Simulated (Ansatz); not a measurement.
SnSe$_{2}$ (fluorite, Fm-3m), DFT-PBE in the program Ansatz with PAW potentials, all energies at zero smearing, with the estimated change up to a 700 eV cutoff added, with one set of potentials and settings (totals compare only within such a set). Cell of 3 atoms (1 Sn, 2 Se): -16962.095 eV.

```json
[
 {"element": "Sn", "reference phase": "Fd-3m, 2 atoms in the cell", "E (eV/atom)": "-6024.2128"},
 {"element": "Se", "reference phase": "P3_121, 3 atoms in the cell", "E (eV/atom)": "-5469.0798"}
]
```

Formation energy per atom, worked out: (-16962.095 − 1×(-6024.2128) − 2×(-5469.0798))/3 = 0.092 eV/atom (9 kJ per mol of atoms), at 0 K, without zero-point energy or fitted corrections.

A made-up cell: these elements were put on the sites of a structure type; neither database checked (COD, Materials Project) lists it. COD files the formula under space group No. 164, 217, so this cell is another polymorph or a model. Its standing as an ambient phase is unchecked. Symmetry was held in the PBE relaxation; its stability against distortions is not shown here. The references are the lowest solids computed at this level, not always the standard phases. Spin–orbit coupling is left out wherever it is not named.

Potentials: the later of the program's two PAW sets.
